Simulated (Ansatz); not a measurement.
BeSe:
```yaml
crystal:
  lattice:
    - [3.01319, 1.77011, 0.00000]
    - [-3.01319, 1.77011, 0.00000]
    - [-2.07724, 0.00000, 5.69458]
  atoms:
    - { symbol: Be, position: [0.50000, 0.00000, 0.00000] }
    - { symbol: Be, position: [0.00000, 0.50000, 0.50000] }
    - { symbol: Se, position: [0.30811, 0.30811, 0.25000] }
    - { symbol: Se, position: [0.69189, 0.69189, 0.75000] }
```

This is the PBE-relaxed structure. Cartesian axes are those of the cell as given.

Task: All from PBE in the plane-wave PAW code Ansatz, unless another level is named. Predict the hole effective mass.

Result: 0.16, 0.57, 0.71 mₑ (principal values).

Task: What about the band gap?

Result: 0.43 eV (indirect).

Task: Give the weight of the conduction-edge state by species (Voronoi cells).

Result: Be 65 %, Se 35 %.

Task: And the valence-band maximum?

Result: on the Γ–C line, 46 % of the way from Γ (k = 0.159, 0.159, 0.000).

Space group C2/c. A made-up cell: these elements were put on the sites of a structure type; neither database checked (COD, Materials Project) lists it. COD files the formula under space group No. 216, so this cell is another polymorph or a model. Whether it is the stable phase at ambient conditions was not checked. The PBE relaxation kept the symmetry of its start; whether a distortion lowers the energy is not shown. Scalar-relativistic: spin–orbit coupling is off unless named, which matters more the heavier the elements.

Potentials: the later of the program's two PAW sets.
